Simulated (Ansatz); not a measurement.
Sc3SnC:
```
CELL_PARAMETERS angstrom
      4.52222     0.00000     0.00000
      0.00000     4.52222     0.00000
      0.00000     0.00000     4.52222
ATOMIC_POSITIONS crystal
  Sc 0.00000 0.50000 0.50000
  Sc 0.50000 0.00000 0.50000
  Sc 0.50000 0.50000 0.00000
  Sn 0.00000 0.00000 0.00000
  C  0.50000 0.50000 0.50000
```

This is the r²SCAN-relaxed structure.

Problem. All from plane-wave PAW r²SCAN (Ansatz code), unless another level is named. Give the electronic character.

Solution. metallic (no gap).

Problem. Next, the density of states at the Fermi level?

Solution. 0.52 states/eV per atom (mean over ±0.08 eV).

Problem. Predict the formation energy from the elements (no fitted shifts).

Solution. -0.92 eV/atom.

Space group Pm-3m (anti-perovskite). The first step of the workflow began from a Materials Project structure, measured or hypothetical; the Crystallography Open Database copy checked does not list it. Its standing as an ambient phase is unchecked. Symmetry was held in the r²SCAN relaxation; whether a distortion lowers the energy is not shown. No spin polarisation was allowed. The references are the lowest solids computed at this level, not always the standard phases. Spin–orbit coupling is left out wherever it is not named.

Potentials: the later of the program's two PAW sets.
